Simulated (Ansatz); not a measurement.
CuBIr:
```
CuBIr
1.0
    0.00000     4.96988     3.25105
    4.34194     0.00000     3.25105
    4.34194     4.96988     0.00000
Ir B Cu
4 4 4
Direct
  0.34811   0.65297   0.87815
  0.65297   0.34811   0.12077
  0.37185   0.12923   0.90189
  0.12923   0.37185   0.59703
  0.35105   0.69670   0.18430
  0.69670   0.35105   0.76795
  0.06570   0.48205   0.89895
  0.48205   0.06570   0.55330
  0.80896   0.86701   0.96213
  0.86701   0.80896   0.36191
  0.28787   0.88809   0.44104
  0.88809   0.28787   0.38299
```

Relaxed with r²SCAN.

Q: Map the electron localisation function on the plane through (0.372, 0.129, 0.902) spanned by u = [1, 0, -1] and v = [1, 1, 1] in lattice vectors, from plane-wave PAW r²SCAN (Ansatz code).

A: x is the fraction of u, y of v (the angle between them is 102°; rows are the nearest grid lines); atoms in the plane: Ir at (0.00, 0.00), B at (0.35, 0.35), Cu at (0.69, 0.75).
```
|:=*#+---:.........::::-+##=:|
|*+==+*#**++=--::..:::::-=***|
|:-+*#+-:=**+=::.....::::::::|
|-=++=:.:=**=-::..........::-|
|:-=====--::::::::........:::|
|....:::::.......::=+=-:...:.|
|..:-#%%+::.....:-*@@%=:.....|
|..::--::.:-=-:...::::.......|
|...::-+**+++**+=:...      ..|
|..:-=+*=. .-+*+-:...    ....|
|...:-=++++*#*+-::...........|
|:....::---=+*###*+----:...::|
|...:::::-=*#*+*##+----::....|
|.....:--=====--:::::........|
|....:-=+*####*=--:..     ...|
|::-=+**-    =++=-:..    ..::|
|=====+*####*+=---:::.:::::-=|
|+=+#*=:-=--+##**##+-:--:=*#+|
|*+*#+-:--:-*#+-=*#+::---+##*|
|--==+*##*+==+++=-::::::.::--|
|-=++=::-+*+=---::::.......:-|
|--=+*##*+-....::....:::::::-|
|**+==-==-...:::::...:::::=+*|
|:=*#+---:.........::::-+##=:|
```
Scale: ten equal steps from 0.002 (start of ' ') to 0.916 (end of '@'), in the order ' .:-=+*#%@'; x runs from 0.000 to 1.00, y from 0.000 (bottom) to 1.00 (top).

The density is the valence pseudo-density with augmentation charge, so density and ELF within about 1 Å of a nucleus are not all-electron values.

Space group Fdd2. The workflow started from an entry of the Crystallography Open Database (COD). Whether it is the stable phase at ambient conditions was not checked. Symmetry was held in the r²SCAN relaxation; its stability against distortions is not shown here. No spin polarisation was allowed. Scalar-relativistic: spin–orbit coupling is off unless named, which matters more the heavier the elements.

Potentials: the later of the program's two PAW sets.
